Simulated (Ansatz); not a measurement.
Al: an elastic constant from a strain scan

Theory: DFT r2SCAN, scalar-relativistic, plane waves, PAW in Ansatz 0.2.0. The runs took a 500 eV cutoff, a Γ-centred 20×20×20 mesh and Gaussian smearing (0.15 eV). No spin polarisation. Energies are free energies at this smearing, counted from the undisturbed cell; pressure is positive in compression.

Zero of the scan (as given, not relaxed at this level; it stands at 0.5 GPa; this bcc form isn't the usual structure):

```yaml
crystal:
  lattice:
    - [-1.59122, 1.59122, 1.59122]
    - [1.59122, -1.59122, 1.59122]
    - [1.59122, 1.59122, -1.59122]
  atoms:
    - { symbol: Al, position: [0.00000, 0.00000, 0.00000] }
```

The cell is strained by ε times the Voigt pattern (1, 1, 0, 0, 0, 0) (xx, yy, zz, yz, xz, xy; engineering shear) with fractional coordinates fixed. The cell holds 1 atom in V0 = 16.12 Å³. The stress column is τ = (1/V0) dE/dε, got from the stress tensor σ (compression positive) at each point as −det(1 + εP) σ : P(1 + εP)⁻¹, with P the pattern as a tensor.

| ε | ΔE (meV/atom) | τ (GPa) |
| --- | --- | --- |
| -0.0200 | 8.019 | -7.215 |
| -0.0150 | 4.820 | -5.524 |
| -0.0100 | 2.445 | -3.933 |
| -0.0050 | 0.850 | -2.421 |
| 0.0000 | 0.000 | -0.963 |
| 0.0050 | -0.124 | 0.467 |
| 0.0100 | 0.468 | 1.885 |
| 0.0150 | 1.769 | 3.285 |
| 0.0175 | 2.682 | 3.975 |
| 0.0200 | ? | ? |

**Question.** Which combination of elastic constants does this scan measure, and how large is it?

**Answer.** For small ε, τ = τ0 + Kε with K = pᵀCp, which for this pattern is 2(C11 + C12) in the cubic axes. The parabola through τ at ε = -0.0050, 0 and 0.0050 has slope K = 289 GPa at zero. The energies per cell, E = NΔE, of the same two points give K = 2[E(ε₊)/ε₊ − E(ε₋)/ε₋]/[(ε₊ − ε₋)V0] = 289 GPa, in agreement.

**Question.** Predict the withheld row at ε = 0.0200 from the harmonic law, and compare.

**Answer.** ΔE = V0(τ0 ε + Kε²/2)/N = 3.874 meV/atom and τ = 4.81 GPa. The calculation gives 3.768 meV/atom and 4.66 GPa, a miss of 2.7 % of the harmonic energy, so the harmonic law still holds here.

In a metal these slopes depend on the k mesh and the smearing.